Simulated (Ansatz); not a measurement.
Here is the system:

HgSe:
```cif
data_Hg4Se4
_chemical_formula_sum 'Se4 Hg4'
_space_group_name_H-M_alt 'F-43m'
_space_group_IT_number 216
_space_group_name_Hall 'F -4 2 3'
_cell_length_a 6.06303
_cell_length_b 6.06303
_cell_length_c 6.06303
_cell_angle_alpha 90.000
_cell_angle_beta 90.000
_cell_angle_gamma 90.000
loop_
_atom_site_label
_atom_site_type_symbol
_atom_site_symmetry_multiplicity
_atom_site_Wyckoff_symbol
_atom_site_fract_x
_atom_site_fract_y
_atom_site_fract_z
_atom_site_occupancy
Se1 Se 4 c 0.25000 0.25000 0.25000 1
Hg1 Hg 4 a 0.00000 0.00000 0.00000 1
```
(The calculation used a cell of 2 atoms; values per cell refer to that cell.)

This is the LDA-relaxed structure.

Problem. All from plane-wave PAW LDA (Ansatz code), unless another level is named. Estimate the Poisson's ratio.

Solution. 0.38.

Problem. Give the highest zone-centre frequency.

Solution. 132 cm^-1.

Symmetry was held in the LDA relaxation; phonons on a q-mesh show no instability. As this level gives no gap, phonon frequencies hold no LO–TO term and depend on the k-mesh and smearing (Fermi–Dirac, 0.1 eV here). Scalar-relativistic: spin–orbit coupling is off unless named, which matters more the heavier the elements.

Potentials: the later of the program's two PAW sets.
